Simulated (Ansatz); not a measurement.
A geometry of P away from equilibrium: step 2 of the relaxation of a relaxed P cell displaced along its unstable phonon at q = (½, 0, ½) of its primitive reciprocal cell (218i cm⁻¹), largest move 0.15 Å. The numbers are results of PBEsol (plane waves to 420 eV, PAW, scalar-relativistic; Ansatz, a quantum-chemistry and plane-wave program), not measurements. Γ-centred k-mesh 13×13×13 on the run's cell (coarser than for final values), Fermi–Dirac smearing 0.05 eV.

```xyz
6
Lattice="8.8120 0.0492 0.0000 -2.1817 3.7788 0.0000 4.4060 0.0246 2.5069" Properties=species:S:1:pos:R:3:forces:R:3 pbc="T T T" free_energy=-4437.098 pressure_GPa=0.6
P      0.0000     0.0000    -0.1515    0.0000    0.0000    0.0699
P      4.4060     0.0246     0.1515    0.0000    0.0000   -0.0699
P      8.7844     2.5525     1.2534   -0.1619   -0.0935    0.0000
P      4.4601     2.5751     1.2534    0.1711    0.0988    0.0000
P      2.1701     1.2529     1.2534   -0.1711   -0.0988    0.0000
P      6.6578     1.3247     1.2534    0.1619    0.0935    0.0000
```

Positions in Å, forces in eV/Å, free energy of the cell in eV (comparable only within this code, potentials and settings). Largest force: 0.20 eV/Å, on P4, P5 (atoms numbered as listed); the geometry lies 0.09 eV/atom above the end of its relaxation.

No spin polarisation in the result.

The run could not lose the symmetry of its start: the end is stationary, and may be a saddle point rather than a minimum.

The end of the path is a generated cell of P: the first start was made by placing the elements on the sites of a structure type, and the end was not matched to a known phase here, so it may be hypothetical. Known forms of P include space group No. 64.
